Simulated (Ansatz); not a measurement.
B$_{4}$C:
Space group R-3m, hexagonal axes (No. 166); a = 5.6168 Å, b = 5.6168 Å, c = 12.0603 Å, α = 90.00°, β = 90.00°, γ = 120.00°

| atom | site | symmetry | x | y | z |
|---|---|---|---|---|---|
| B | 18h | .m | 0.1677 | 0.3354 | 0.0261 |
| B | 18h | .m | 0.2158 | 0.1079 | 0.1138 |
| C | 6c | 3m | 0.0000 | 0.0000 | 0.3896 |
| C | 3b | -3m | 0.0000 | 0.0000 | 0.5000 |
(The calculation used a cell of 15 atoms; values per cell refer to that cell.)

This is the PBEsol-relaxed structure.

Q: All from DFT-PBEsol in the program Ansatz with PAW potentials, unless another level is named. Estimate the Born charges (a third of the trace).

A: B -0.08 to +0.26, C -2.02 to +2.99 e.

Q: And the static dielectric constant ε0 (ions relaxed, cell fixed)?

A: 8.45 (xx = yy), 11.0 (zz).

Q: Give the electronic dielectric constant ε∞ (DFPT).

A: 7.81 (xx = yy), 9.53 (zz).

The workflow started from a Materials Project entry (that database holds measured and hypothetical structures alike); the Crystallography Open Database copy checked does not list it. Whether it is the stable phase at ambient conditions was not checked. The cell was relaxed with PBEsol under the symmetry of its start; phonons on a q-mesh show no instability.

Potentials: the later of the program's two PAW sets.
